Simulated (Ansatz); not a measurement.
BiAu2:
```yaml
crystal:
  lattice:
    - [0.00000, 4.01279, 4.01279]
    - [4.01279, 0.00000, 4.01279]
    - [4.01279, 4.01279, 0.00000]
  atoms:
    - { symbol: Bi, position: [0.50000, 0.50000, 0.50000] }
    - { symbol: Bi, position: [0.75000, 0.75000, 0.75000] }
    - { symbol: Au, position: [0.12500, 0.12500, 0.12500] }
    - { symbol: Au, position: [0.62500, 0.12500, 0.12500] }
    - { symbol: Au, position: [0.12500, 0.12500, 0.62500] }
    - { symbol: Au, position: [0.12500, 0.62500, 0.12500] }
```

Relaxed with r²SCAN.

Q: Map the electron localisation function on the plane through (0.500, 0.500, 0.500) spanned by u = [1, 0, 0] and v = [-1, 1, 1] in lattice vectors, from r²SCAN (plane waves, PAW; program Ansatz).

A: x is the fraction of u, y of v (the angle between them is 90°; rows are the nearest grid lines); atoms in the plane: Bi at (0.00, 0.00), Bi at (0.50, 0.25), Au at (0.25, 0.62), Au at (0.75, 0.62).
```
y \ x   0.000  0.107  0.179  0.286  0.357  0.464  0.536  0.643  0.714  0.821  0.893   1.00
------  -----  -----  -----  -----  -----  -----  -----  -----  -----  -----  -----  -----
1.00    0.590  0.297  0.429  0.201  0.148  0.170  0.170  0.148  0.201  0.429  0.297  0.590
0.925   0.291  0.452  0.366  0.162  0.184  0.222  0.222  0.184  0.162  0.366  0.452  0.291
0.850   0.367  0.298  0.190  0.176  0.209  0.231  0.231  0.209  0.176  0.190  0.298  0.367
0.775   0.161  0.203  0.257  0.245  0.228  0.236  0.236  0.228  0.245  0.257  0.203  0.161
0.700   0.212  0.353  0.526  0.548  0.417  0.225  0.225  0.417  0.548  0.526  0.353  0.212
0.625   0.232  0.452  0.625  0.731  0.553  0.241  0.241  0.553  0.731  0.625  0.452  0.232
0.550   0.231  0.302  0.504  0.556  0.455  0.229  0.229  0.455  0.556  0.504  0.302  0.231
0.450   0.231  0.231  0.220  0.213  0.180  0.186  0.186  0.180  0.213  0.220  0.231  0.231
0.375   0.232  0.217  0.182  0.191  0.325  0.423  0.423  0.325  0.191  0.182  0.217  0.232
0.300   0.212  0.188  0.158  0.333  0.452  0.139  0.139  0.452  0.333  0.158  0.188  0.212
0.225   0.161  0.150  0.160  0.378  0.452  0.070  0.078  0.452  0.377  0.160  0.150  0.161
0.150   0.367  0.346  0.265  0.321  0.402  0.449  0.449  0.402  0.322  0.265  0.346  0.367
0.0750  0.291  0.455  0.396  0.218  0.227  0.284  0.284  0.227  0.218  0.396  0.455  0.291
0.000   0.590  0.297  0.429  0.201  0.148  0.170  0.170  0.148  0.201  0.429  0.297  0.590
```

The density is the valence pseudo-density with augmentation charge, so density and ELF within about 1 Å of a nucleus are not all-electron values.

Space group Fd-3m (cubic Laves (MgCu2 type)). The workflow started from an entry of the Crystallography Open Database (COD). Whether it is the stable phase at ambient conditions was not checked. Symmetry was held in the r²SCAN relaxation; whether a distortion lowers the energy is not shown. Scalar-relativistic: spin–orbit coupling is off unless named, which matters more the heavier the elements.

Potentials: the later of the program's two PAW sets.
